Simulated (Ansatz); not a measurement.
Task: Name crystals whose computed values (LDA (plane waves, PAW; program Ansatz)) fall in these windows: highest Γ mode, no LO–TO term (cm⁻¹) 190 to 240; B₀ by P(V) fit (GPa) 120 to 160; G_Hill (GPa) 46 to 58.

Result: 

| crystal | highest Γ mode, no LO–TO term (cm⁻¹) | B₀ by P(V) fit (GPa) | G_Hill (GPa) |
|---|---|---|---|
| TiHg, L1₀ or tetragonal B2 | 206 | 136 | 52.1 |
Others may fit too.

Standing as an ambient phase not checked: TiHg, L1₀ or tetragonal B2. The cell was relaxed under the symmetry of its start. Rows with no word on spin ran without spin polarisation. Spin–orbit coupling is left out wherever it is not named.

Potentials: the later of the program's two PAW sets.
